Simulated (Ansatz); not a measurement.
Q: Bulk modulus by a P(V) fit from PBE minus that from r²SCAN (% of the latter), each on its own relaxed cell (Ansatz, a quantum-chemistry and plane-wave program, plane waves, PAW; no spin–orbit coupling, no Hubbard U), over 198 phases of the class «crystals with elements from indium on»: what sign and size do you expect?

A: Mean -10 %, median -9 %, mean absolute 10 %; eight in ten lie between -16 and -5 %, and 3 % are above zero.

Some cases that may be named, with their rank among the 198 from the lowest: SnTeO3, R3c (Sn on 6a, Te on 6a, O on 18b) -41 % (rank 2); Tl, diamond -23 % (rank 7); Al2Pt, fluorite or antifluorite type -9 % (rank 105); TiPt3, Cu3Au type -9 % (rank 106); HfB, rock salt -3 % (rank 190); Ta, diamond 0 % (rank 193).

The phases are those computed here (of each formula those with measured values and the lowest at some level), not a balanced benchmark, and neither functional is the truth. Pairs that end in unlike spin orders or unlike minima (c/a over 6 % apart, 30 % for weakly bound crystals), magnets with 4f shells, solids of gases and phases set aside for tests are left out.

4 of the phases carry moments, in the orders computed and without U. 2 hold 4f electrons in the valence, where a lower state may exist.

Typed or built starts, not in the databases checked: SnTeO3, R3c (Sn on 6a, Te on 6a, O on 18b); Tl, diamond; Ta, diamond. Not the usual ambient phase: Tl, diamond; Ta, diamond. Standing as an ambient phase not checked: HfB, rock salt. Unstable at this level: Tl, diamond with r²SCAN. All cells were relaxed under the symmetry of their starts (and spin orders); stability against distortions was not tested throughout. Named crystals with no word on spin ran without spin polarisation. Scalar-relativistic: spin–orbit coupling is off unless named, which matters more the heavier the elements.

Potentials: the later of the program's two PAW sets.

Ansatz is a plane-wave DFT program.
